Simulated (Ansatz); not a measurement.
An Ansatz (a first-principles code) run. Input:

Ansatz 0.2 input:
```yaml
crystal:
  lattice:
    - [3.2097499361, 0.0, 0.0]
    - [0.0, 3.2097499361, 0.0]
    - [0.0, 0.0, 3.2097499361]
  atoms:
    - { symbol: Sc, position: [0.5, 0.5, 0.5] }
    - { symbol: Cu, position: [0.0, 0.0, 0.0] }
kpoints:
  mp_grid: { grid: [13, 13, 13] }
hamiltonian:
  xc: pbesol
  pseudopotentials: { kind: paw }
scf:
  occupations: { method: fermi_dirac, width: 0.1 }
phonons:
  method: dfpt
  response_accuracy: low
  eigenvectors: true
  rigid_motions: translations
```

Output (shortened):

```
Pseudopotential: Sc, paw, valence charge 11
Pseudopotential: Cu, paw, valence charge 19
Functional definition: PBEsol
Crystal: 2 atoms, lattice volume = 33.068 Å³
Basis set: ecut = 420 eV, 619 PW (Γ), exchange–correlation on 48×48×48 points (8 copies of the dense FFT grid, shifted against one another)
Bands: 19, of which v1, the nominal top of the filled ones, is band 15 counted from 1 (14 counted from 0)
Symmetry: 48 space group operations
k-points: 196 of 2197 (irreducible under 8 space group operations, time reversal used)
SCF iter   1: F=—  HF=-8700.715797 eV  |F-HF|=—  |Δ(HF+E_count)|=         —  Δρ=1.47e-2  dr2=4.24e-2  ethr=1.77e-3  ⟨swp⟩=3.2  Hψ=14189  notcnv=0
preconditioner: auto → none
SCF iter   2: F=—  HF=-8700.707604 eV  |F-HF|=—  |Δ(HF+E_count)|=   8.19e-3  Δρ=2.45e-3  dr2=2.39e-3  ethr=1.41e-4  ⟨swp⟩=2.0  Hψ=7232  notcnv=0
SCF iter   3: F=—  HF=-8700.706563 eV  |F-HF|=—  |Δ(HF+E_count)|=   1.04e-3  Δρ=6.78e-4  dr2=1.41e-4  ethr=7.98e-6  ⟨swp⟩=2.1  Hψ=5759  notcnv=0
SCF iter   4: F=—  HF=-8700.706483 eV  |F-HF|=—  |Δ(HF+E_count)|=   7.92e-5  Δρ=1.62e-4  dr2=4.00e-6  ethr=4.69e-7  ⟨swp⟩=2.2  Hψ=5823  notcnv=0
SCF iter   5: F=—  HF=-8700.706478 eV  |F-HF|=—  |Δ(HF+E_count)|=   5.67e-6  Δρ=3.73e-5  dr2=2.36e-7  ethr=1.33e-8  ⟨swp⟩=2.0  Hψ=5069  notcnv=0
SCF iter   6: F=—  HF=-8700.706477 eV  |F-HF|=—  |Δ(HF+E_count)|=   9.99e-7  Δρ=2.22e-6  dr2=5.18e-10  ethr=7.88e-10  ⟨swp⟩=2.0  Hψ=5094  notcnv=0
SCF iter   7: F=-8700.706477 eV  HF=-8700.706477 eV  |F-HF|=0.00e0  |Δ(HF+E_count)|=  3.09e-10  Δρ=1.57e-7  dr2=4.52e-12  ethr=1.00e-12  ⟨swp⟩=4.1  Hψ=19162  notcnv=0
SCF 1 converged in 7 iterations: F = -8700.706477 eV  dr2 = 4.52e-12
DFPT response loops at Γ: preconditioner auto → Kerker (q_TF=auto, 2.684 Å⁻¹) (partly filled bands, converged f_vac=0.000) …
SCF converged after 7 iterations
Free energy (F): -8700.706477 eV
Harris-Foulkes:  -8700.706477 eV  (|F-HF|=0.00e0)
Internal energy: -8700.658186 eV  (E = F + TS)
E sigma→0 (E₀):  -8700.682331 eV
Entropy (-TS):   -0.048290 eV (-24.145 meV/atom)
Fermi energy:    13.146231 eV
--- Per-component energies (eV) ---
  E_band       = -562.389387
  E_kinetic    = 561.868905
  E_local      = -5540.204786  (includes V_loc(G=0)·N_el)
  E_nonlocal   = 469.791734
  E_hartree    = 2374.618870
  E_xc         = -193.336885
  E_vxc        = -245.221040  (∫ρ·V_xc dr)
  E_paw        = -2554.193493  (= ΣΔE_a)
  E_vpaw       = -557.862156  (= ΣTr[D̂ρ^β])
  E_aug_tail   = 0.000237  (compensation charges beyond the density's cutoff)
  E_ewald      = -3819.537994
  E_core_change = 0.335227  (= ΣΔE_core)
  E_smearing   = -0.048290  (= −TS)
  E_closure    = 0.000000  (closes the sum)
  Σ components = -8700.706477   (vs F -8700.706477, Δ=0.00e0)
  [band-id]    e_kinetic+e_local+e_nonlocal+2·e_hartree+e_vxc+e_vpaw+e_augmentation_tail = -562.389367   (vs E_band -562.389387, Δ=1.96e-5)
--- Band table (eV; the first three rows and the last of 196) ---
  k-point 0: bands = ["-99.5975", "-57.1041", "-57.1041", "-57.1041", "-36.1858", "-14.7855", "-14.7855", "-14.7855", "5.8830", "9.1833", "9.1833", "10.1080", "10.1080", "10.1080", "13.7193", "13.7193", "16.5229", "16.5229", "16.5229"]
  k-point 1: bands = ["-99.5975", "-57.1043", "-57.1041", "-57.1041", "-36.1842", "-14.8017", "-14.7842", "-14.7842", "5.9833", "9.2065", "9.2123", "10.1010", "10.1010", "10.1141", "13.7060", "13.7154", "16.3427", "16.3427", "16.5172"]
  k-point 2: bands = ["-99.5975", "-57.1048", "-57.1041", "-57.1041", "-36.1800", "-14.8464", "-14.7805", "-14.7805", "6.2790", "9.2721", "9.2921", "10.0819", "10.0819", "10.1309", "13.6548", "13.6681", "15.9299", "15.9299", "16.5011"]
  k-point 195: bands = ["-99.5972", "-57.1066", "-57.1066", "-57.1066", "-36.1101", "-14.9848", "-14.9844", "-14.9844", "9.6065", "9.6254", "9.6254", "10.4411", "10.4411", "11.4990", "11.7049", "11.7049", "16.6198", "17.1384", "17.1384"]
--- Phonons (Γ-DFPT): 2 representative perturbations + reference, on 196 of 2197 k-points (Σ response iterations 6) ---
  ASR residual: 6.977e-4 → 0.000e0 eV/Å²; symmetrization residual: 1.440e-4 eV/Å²
  ASR residual per site (eV/Å²): 6.98e-4 4.78e-4
  Γ frequencies (cm⁻¹): 0.00 0.00 0.00 193.73 193.73 193.73
  non-analytic LO–TO correction: not included (Born effective charges unavailable; polar crystals: no LO–TO splitting at Γ)
```

Cost: roughly 30 core-seconds on shared cores.

Space group Pm-3m (CsCl type). The first step of the workflow began from a Materials Project structure, measured or hypothetical; the Crystallography Open Database files this formula in space group No. 221, but the cells were not matched. Its standing as an ambient phase is unchecked. Symmetry was held in the PBEsol relaxation; of distortions, only those at the zone centre were tested. No spin polarisation was allowed. As this level gives no gap, phonon frequencies hold no LO–TO term and depend on the k-mesh and smearing (Fermi–Dirac, 0.1 eV here).

Potentials: the later of the program's two PAW sets.

Ansatz is a plane-wave DFT program.
